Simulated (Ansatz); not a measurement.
A relaxed structure of ScAl3 is spoiled in several ways and relaxed again each time (noise and exchanges are one random draw each; pressure is positive under compression). Computed with PBEsol (plane waves to 420 eV, PAW, scalar-relativistic; Ansatz, a quantum-chemistry and plane-wave program).

```cif
data_Al3Sc
_chemical_formula_sum 'Al3 Sc1'
_space_group_name_H-M_alt 'Pm-3m'
_space_group_IT_number 221
_space_group_name_Hall '-P 4 2 3'
_cell_length_a 4.07196
_cell_length_b 4.07196
_cell_length_c 4.07196
_cell_angle_alpha 90.000
_cell_angle_beta 90.000
_cell_angle_gamma 90.000
loop_
_atom_site_label
_atom_site_type_symbol
_atom_site_symmetry_multiplicity
_atom_site_Wyckoff_symbol
_atom_site_fract_x
_atom_site_fract_y
_atom_site_fract_z
_atom_site_occupancy
Al1 Al 3 c 0.00000 0.50000 0.50000 1
Sc1 Sc 1 a 0.00000 0.00000 0.00000 1
```

```tsv
change	first pressure (GPa)	largest first force (eV/Å)	released (eV/atom)	moves	outcome	final group	E − E(parent) (eV/atom)
deformed by the Cartesian strain tensor (xx, yy, zz, yz, xz, xy) = (0.067, 0.164, 0.058, 0.109, -0.030, -0.015)	-11.1	0.00	0.35	9	returns to the parent	Pm-3m	0.00
with every coordinate shifted by Gaussian noise of σ = 0.45 Å	–	–	1.2	6	returns to the parent	Pm-3m	0.00
```

First-step values come from each run's starting, coarser k-mesh (8×7×8, 8×8×8). The runs use different k-meshes, so differences are rounded accordingly. No spin polarisation in the result.
